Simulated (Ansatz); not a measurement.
BiTe:
Space group R-3m, hexagonal axes (No. 166); a = b = 4.760 Å, c = 9.544 Å, α = β = 90.00°, γ = 120.00°

```tsv
atom	site	symmetry	x	y	z
Bi	3b	-3m	0.0000	0.0000	0.5000
Te	3a	-3m	0.0000	0.0000	0.0000
```
(The calculation used a cell of 2 atoms; values per cell refer to that cell.)

Relaxed at zero pressure with the program Ansatz at the LDA level (PAW).

Task: The volume is raised by 9 % and shape and atoms relax at that volume. What pressure results, and how do the axes share the change?

Result: -3.7 GPa; a 1.0 %, b 1.0 %, c 6.9 %; the energy rises by 34 meV/atom.

Task: Give the new structure.

Result: 
Space group R-3m, hexagonal axes (No. 166); a = 4.8071 Å, b = 4.8071 Å, c = 10.2012 Å, α = 90.00°, β = 90.00°, γ = 120.00°

| atom | site | symmetry | x | y | z |
|---|---|---|---|---|---|
| Bi | 3b | -3m | 0.0000 | 0.0000 | 0.5000 |
| Te | 3a | -3m | 0.0000 | 0.0000 | 0.0000 |

The phase is kept; no other phase was compared at this pressure.

The workflow started from a Materials Project entry (that database holds measured and hypothetical structures alike); the Crystallography Open Database copy checked does not list it. COD files the formula under space group No. 164, 225. Whether it is the stable phase at ambient conditions was not checked. Symmetry was held in the LDA relaxation; its stability against distortions is not shown here. Spin–orbit coupling is left out wherever it is not named.

Potentials: the later of the program's two PAW sets.
